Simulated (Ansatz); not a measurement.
GeBCN:
```cif
data_CBGeN
_chemical_formula_sum 'B1 N1 Ge1 C1'
_space_group_name_H-M_alt 'P 1'
_space_group_IT_number 1
_cell_length_a 5.07734
_cell_length_b 5.07734
_cell_length_c 5.07734
_cell_angle_alpha 33.478
_cell_angle_beta 33.478
_cell_angle_gamma 33.478
loop_
_space_group_symop_operation_xyz
  'x, y, z'
loop_
_atom_site_label
_atom_site_type_symbol
_atom_site_fract_x
_atom_site_fract_y
_atom_site_fract_z
_atom_site_occupancy
B1 B 0.00278 0.00278 0.00278 1
N1 N 0.88720 0.88720 0.88720 1
Ge1 Ge 0.49578 0.49578 0.49578 1
C1 C 0.36421 0.36421 0.36421 1
```

Relaxed with r²SCAN.

**Question.** Tabulate the valence density and the electron localisation function along the shortest N–Ge contact (1.88 Å), the program Ansatz at the r²SCAN level (PAW).

**Answer.** 

```csv
distance from N (Å),density (e/Å³),ELF
0.19,3.43,0.14
0.28,3.46,0.35
0.38,3.21,0.60
0.47,2.69,0.76
0.57,2.09,0.83
0.66,1.60,0.86
0.75,1.27,0.84
0.85,1.05,0.78
0.94,0.92,0.66
1.04,0.87,0.52
1.13,0.97,0.39
1.22,1.46,0.28
1.32,2.88,0.19
1.41,6.25,0.14
1.51,12.75,0.11
1.60,22.89,0.13
1.70,35.02,0.28
```

The density is the valence pseudo-density with augmentation charge, so density and ELF within about 1 Å of a nucleus are not all-electron values.

Space group R3m. The start of the workflow was typed in or built on a structure type; neither database checked (COD, Materials Project) lists it. Its standing as an ambient phase is unchecked. The r²SCAN relaxation kept the symmetry of its start; its stability against distortions is not shown here. The volume moved by -16 % from the start of the relaxation.

Potentials: the earlier of the program's two PAW sets.
